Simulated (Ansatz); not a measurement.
**Phonon spectrum of Mg$_{2}$GeN$_{3}$**

Method: Ansatz, DFT PBE, scalar-relativistic, plane waves, PAW. Settings: 420 eV plane-wave cutoff, Γ-centred 6×6×6 mesh, Gaussian smearing of 0.10 eV. No spin polarisation. Phonons by linear response, acoustic sum rule imposed.

The cell, relaxed at this level:
```
CELL_PARAMETERS angstrom
5.11118 -2.95739 0.00000
5.11118 2.95739 0.00000
0.00000 0.00000 4.97208
ATOMIC_POSITIONS crystal
Mg 0.50156 0.16803 0.02095
Mg 0.49844 0.83197 0.52095
Mg 0.16803 0.50156 0.52095
Mg 0.83197 0.49844 0.02095
Ge 0.16306 0.83694 0.00382
Ge 0.83694 0.16306 0.50382
N 0.47214 0.83409 0.08478
N 0.16591 0.52786 0.08478
N 0.13860 0.86140 0.62372
N 0.83409 0.47214 0.58478
N 0.52786 0.16591 0.58478
N 0.86140 0.13860 0.12372
```

The structure comes from a proposed guess, relaxed at this level; another structure or a mixture of phases may lie lower. In a metal, frequencies and elastic constants depend on the k mesh and the smearing, soft modes and shear constants most. The q mesh is coarse, so values between its points are rough.

Force constants from linear response on a 1×1×2 q mesh.

Question: Is the structure dynamically stable on the q mesh?

Answer: Yes, on this mesh: no mode is imaginary.

Question: Give the frequencies (cm⁻¹) at the zone-boundary points of high symmetry (interpolated where a point lies off the q mesh).

Answer:
| point | q | frequencies |
| --- | --- | --- |
| Y | 0.500 0.500 0.000 | 89 116 118 154 155 198 199 199 254 255 256 264 284 290 290 303 315 316 317 382 389 399 459 460 462 480 480 506 527 595 658 659 665 670 686 701 |
| F0 | 0.666 0.334 0.000 | 120 129 131 142 158 166 210 220 236 249 258 272 284 284 297 298 299 322 324 367 385 410 463 463 466 476 485 495 531 596 659 662 664 667 683 704 |
| DELTA0 | 0.334 -0.334 0.000 | 120 129 131 142 158 166 210 220 236 249 258 272 284 284 297 298 299 322 324 367 385 410 463 463 466 476 485 495 531 596 659 662 664 667 683 704 |
| Z | 0.000 0.000 -0.500 | 105 105 112 112 113 113 145 145 207 207 273 273 276 276 318 318 327 327 367 367 382 382 457 457 494 494 501 501 571 571 651 651 662 662 699 699 |
| B0 | 0.334 -0.334 -0.500 | 111 111 124 124 169 169 178 178 206 206 226 226 284 284 297 297 318 318 372 372 380 380 477 477 482 482 492 492 572 572 654 654 661 661 701 701 |
| G0 | 0.666 0.334 -0.500 | 111 111 124 124 169 169 178 178 206 206 226 226 284 284 297 297 318 318 372 372 380 380 477 477 482 482 492 492 572 572 654 654 661 661 701 701 |
| T | 0.500 0.500 -0.500 | 101 101 135 135 152 152 187 187 199 199 231 231 284 284 299 299 323 323 369 369 384 384 475 475 478 478 497 497 571 571 653 653 662 662 702 702 |
| S | 0.500 0.000 0.000 | 104 118 143 156 161 179 211 220 224 253 255 264 274 284 289 294 302 315 347 354 402 410 458 462 470 479 486 490 533 597 658 660 663 667 683 705 |
| R | 0.500 0.000 -0.500 | 113 113 122 122 157 157 184 184 214 214 232 232 269 269 288 288 326 326 374 374 384 384 475 475 485 485 492 492 573 573 653 653 661 661 701 701 |
